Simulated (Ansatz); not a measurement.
# YAl$_{2}$Pd$_{5}$ (I4/mmm): electronic heat capacity and spin susceptibility from the density of states

Method: DFT r2SCAN, scalar-relativistic, plane waves, PAW in Ansatz.

Plane waves to 500 eV, a k mesh through Γ of 12×12×12 on the computed 8-atom cell and Gaussian smearing (0.10 eV); no spin polarisation.

Relaxed cell: I4/mmm, a = 4.110 Å, b = 4.110 Å, c = 14.874 Å, α = 90.00°, β = 90.00°, γ = 90.00°, 8 atoms in the primitive cell. Whether it is the stable form of this composition wasn't checked.

The density of states at the Fermi level is 1.813 states/eV in the cell of 8 atoms (1 formula unit; both spins, tetrahedra on a 18×18×18 mesh).

**Question.** What Sommerfeld coefficient and Pauli susceptibility does this give?

**Answer.** Per formula unit N(E_F) = 1.813 states/eV. γ = (π²/3) k_B² N(E_F) N_A = 2.357 mJ/(mol K²) per state/eV, so γ = 4.3 mJ/(mol K²), a mole of formula units. χ_P = μ_B² N(E_F) N_A = 3.23×10⁻⁵ emu/mol per state/eV gives 5.9×10⁻⁵ emu/mol. This is the bare band result: a measured γ of the same phase is as a rule larger by a factor 1 + λ from phonons and spin fluctuations, the spin part of χ is larger by the Stoner factor, and a measured χ also holds orbital and core terms. N(E_F) at one energy is sensitive to the mesh where the density of states has sharp peaks.

Cost: 1 run of about 12 core-minutes, on Arm Neoverse V1 (shared hosts).